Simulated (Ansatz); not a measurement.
An Ansatz (a program for electronic structure) run. Input:

Ansatz 0.2 input:
```yaml
crystal:
  lattice:
    - [3.8061019004, 0.0, 0.0]
    - [-1.9030509502, 3.2961809352, 0.0]
    - [0.0, 0.0, 6.2447433658]
  atoms:
    - { symbol: Zn, position: [0.6666666667, 0.3333333333, 0.9997479234] }
    - { symbol: Zn, position: [0.3333333333, 0.6666666667, 0.4997479234] }
    - { symbol: S, position: [0.6666666667, 0.3333333333, 0.6254520766] }
    - { symbol: S, position: [0.3333333333, 0.6666666667, 0.1254520766] }
kpoints:
  mp_grid: { grid: [7, 7, 4] }
hamiltonian:
  xc: r2scan
  pseudopotentials: { kind: paw }
scf:
  occupations: { method: fixed }
output:
  optics: { e_range: [0.0, 15.0], de: 0.05, sigma: 0.1, bands: { spectra_wanted_up_to: 12 eV } }
```

Output (shortened):

```
output.optics: the spectra are integrated over the Brillouin zone by k·p interpolation around the k-points, where levels, occupations, output.optics.sigma and …
Pseudopotential: Zn, paw, valence charge 12
Pseudopotential: S, paw, valence charge 6
Functional definition: r2SCAN
Crystal: 4 atoms, lattice volume = 78.344 Å³
Basis set: ecut = 500 eV, 1973 PW (Γ), exchange–correlation on 120×120×192 points (64 copies of the dense FFT grid, shifted against one another)
Bands: 22, of which v1, the nominal top of the filled ones, is band 18 counted from 1 (17 counted from 0)
Symmetry: 12 space group operations
Space group: P63mc (ITA 186), of the structure as read, at distance tolerance 4.3e-5 Å
k-points: 24 of 196 (time reversal used)
SCF iter   1: F=—  HF=-8466.893277 eV  |F-HF|=—  |Δ(HF+E_count)|=         —  Δρ=1.55e-2  dr2=9.33e-2  dr2_τ=1.34e-2  ethr=1.77e-3  ⟨swp⟩=4.8  Hψ=2276  notcnv=0  defer=45
preconditioner: auto → Resta (q_TF=auto, 2.397 Å⁻¹)
SCF iter   2: F=—  HF=-8466.893602 eV  |F-HF|=—  |Δ(HF+E_count)|=   3.25e-4  Δρ=2.40e-3  dr2=2.71e-3  dr2_τ=5.23e-4  ethr=2.59e-4  ⟨swp⟩=2.2  Hψ=1161  notcnv=0  defer=47
SCF iter   3: F=—  HF=-8466.890371 eV  |F-HF|=—  |Δ(HF+E_count)|=   3.23e-3  Δρ=3.28e-3  dr2=3.91e-3  dr2_τ=2.84e-5  ethr=7.53e-6  ⟨swp⟩=2.3  Hψ=970  notcnv=0  defer=48
SCF iter   4: F=—  HF=-8466.890063 eV  |F-HF|=—  |Δ(HF+E_count)|=   3.08e-4  Δρ=6.97e-4  dr2=2.02e-4  dr2_τ=6.78e-6  ethr=7.53e-6  ⟨swp⟩=3.0  Hψ=921  notcnv=0  defer=48
SCF iter   5: F=—  HF=-8466.890097 eV  |F-HF|=—  |Δ(HF+E_count)|=   3.34e-5  Δρ=1.62e-4  dr2=1.58e-5  dr2_τ=4.93e-7  ethr=5.62e-7  ⟨swp⟩=2.0  Hψ=958  notcnv=0
SCF iter   6: F=—  HF=-8466.890104 eV  |F-HF|=—  |Δ(HF+E_count)|=   7.78e-6  Δρ=4.42e-5  dr2=9.40e-7  dr2_τ=5.16e-9  ethr=4.39e-8  ⟨swp⟩=2.0  Hψ=960  notcnv=0
SCF iter   7: F=—  HF=-8466.890105 eV  |F-HF|=—  |Δ(HF+E_count)|=   1.02e-6  Δρ=5.57e-6  dr2=2.45e-8  dr2_τ=4.89e-10  ethr=2.61e-9  ⟨swp⟩=2.7  Hψ=975  notcnv=0
SCF iter   8: F=—  HF=-8466.890106 eV  |F-HF|=—  |Δ(HF+E_count)|=   1.57e-8  Δρ=1.15e-6  dr2=1.31e-9  dr2_τ=3.33e-11  ethr=6.79e-11  ⟨swp⟩=3.0  Hψ=958  notcnv=0
SCF iter  10: F=-8466.890106 eV  HF=-8466.890106 eV  |F-HF|=3.64e-12  |Δ(HF+E_count)|=  3.64e-11  Δρ=3.41e-8  dr2=1.06e-12  dr2_τ=2.35e-14  ethr=1.00e-12  ⟨swp⟩=3.7  Hψ=1590  notcnv=0
SCF 1 converged in 10 iterations: F = -8466.890106 eV  dr2 = 1.06e-12
NSCF: frozen V_eff on 24 k-points
Optics k sum: 0 of 24 k-points
Optics k sum: 2 of 24 k-points
Optics k sum: 3 of 24 k-points
Optics k sum: 4 of 24 k-points
Optics k sum: 5 of 24 k-points
Optics k sum: 6 of 24 k-points
Optics k sum: 8 of 24 k-points
Optics k sum: 9 of 24 k-points
Optics k sum: 10 of 24 k-points
Optics k sum: 11 of 24 k-points
Optics k sum: 12 of 24 k-points
Optics k sum: 14 of 24 k-points
Optics k sum: 15 of 24 k-points
Optics k sum: 16 of 24 k-points
Optics k sum: 17 of 24 k-points
Optics k sum: 18 of 24 k-points
Optics k sum: 20 of 24 k-points
Optics k sum: 21 of 24 k-points
Optics k sum: 22 of 24 k-points
Optics k sum: 23 of 24 k-points
Optics k sum: 24 of 24 k-points
Optics k sum: 0 of 24 k-points
Optics k sum: 2 of 24 k-points
Optics k sum: 3 of 24 k-points
Optics k sum: 4 of 24 k-points
Optics k sum: 5 of 24 k-points
Optics k sum: 6 of 24 k-points
Optics k sum: 8 of 24 k-points
Optics k sum: 9 of 24 k-points
Optics k sum: 10 of 24 k-points
Optics k sum: 11 of 24 k-points
Optics k sum: 12 of 24 k-points
Optics k sum: 14 of 24 k-points
Optics k sum: 15 of 24 k-points
Optics k sum: 16 of 24 k-points
Optics k sum: 17 of 24 k-points
Optics k sum: 18 of 24 k-points
Optics k sum: 20 of 24 k-points
Optics k sum: 21 of 24 k-points
Optics k sum: 22 of 24 k-points
Optics k sum: 23 of 24 k-points
Optics k sum: 24 of 24 k-points
NSCF: frozen V_eff on 1 k-points
NSCF: frozen V_eff on 1 k-points
NSCF: frozen V_eff on 1 k-points
NSCF: frozen V_eff on 1 k-points
output.optics: what the bands over the 40 summed would add to eps1, eps2 and the energy-loss function is held between a lower and an upper bound (8 Lanczos …
SCF converged after 10 iterations
Free energy (F): -8466.890106 eV
Harris-Foulkes:  -8466.890106 eV  (|F-HF|=3.64e-12)
Internal energy: -8466.890106 eV  (E = F + TS)
E sigma→0 (E₀):  -8466.890106 eV
Fermi energy:    5.622882 eV
--- Per-component energies (eV) ---
  E_band       = -2.552549
  E_kinetic    = 475.170052
  E_local      = -4089.868106  (includes V_loc(G=0)·N_el)
  E_nonlocal   = 1293.317227
  E_hartree    = 1716.416179
  E_xc         = -431.585432
  E_vxc        = -296.455767  (∫ρ·V_xc dr)
  E_paw        = -4919.936140  (= ΣΔE_a)
  E_vpaw       = -832.207517  (= ΣTr[D̂ρ^β])
  E_aug_tail   = -0.000121  (compensation charges beyond the density's cutoff)
  E_vtau       = 14.659296  (kinetic-family band-sum trace: ∫τ·v_τ [+ j·A + Jᵃ·Aᵃ] dr)
  E_ewald      = -2509.818993
  E_core_change = -0.584771  (= ΣΔE_core)
  E_smearing   =  0.000000  (= −TS)
  E_closure    = 0.000000  (closes the sum)
  Σ components = -8466.890106   (vs F -8466.890106, Δ=0.00e0)
  [band-id]    e_kinetic+e_local+e_nonlocal+2·e_hartree+e_vxc+e_vpaw+e_augmentation_tail+e_vtau = -2.552579   (vs E_band -2.552549, Δ=-3.09e-5)
--- Band table (eV; the first three rows and the last of 24) ---
  k-point 0: bands = ["-8.1321", "-7.1686", "-0.9102", "-0.8955", "-0.8955", "-0.8052", "-0.8052", "-0.4071", "-0.4071", "-0.3294", "-0.3294", "-0.1744", "0.1523", "4.7015", "4.7015", "5.5383", "5.6229", "5.6229", "8.4014", "9.2322", "12.3951", "12.3951"]
  k-point 1: bands = ["-8.0099", "-7.3326", "-0.9146", "-0.8860", "-0.8860", "-0.8224", "-0.8224", "-0.6521", "-0.3930", "-0.3930", "-0.3379", "-0.3379", "1.1496", "4.4666", "4.8269", "4.8269", "5.4772", "5.4772", "9.2724", "9.3930", "12.3545", "12.4864"]
  k-point 2: bands = ["-7.6917", "-7.6917", "-0.8768", "-0.8768", "-0.8579", "-0.8579", "-0.8579", "-0.8579", "-0.3627", "-0.3627", "-0.3627", "-0.3627", "2.7251", "2.7251", "5.1420", "5.1420", "5.1420", "5.1420", "9.7227", "9.7227", "12.8495", "12.8495"]
  k-point 23: bands = ["-6.9426", "-6.9426", "-0.7794", "-0.7794", "-0.7040", "-0.7040", "-0.5385", "-0.5385", "-0.3842", "-0.3842", "-0.0901", "-0.0901", "0.8791", "0.8791", "2.6857", "2.6857", "4.1869", "4.1869", "10.5546", "10.5546", "12.3909", "12.3909"]
```

Cost: about 2.0 core-minutes (a rough figure) on shared cores.

Space group P6_3mc (wurtzite). The cell was relaxed with r²SCAN under the symmetry of its start.

Potentials: the later of the program's two PAW sets.

Ansatz is a plane-wave DFT program.
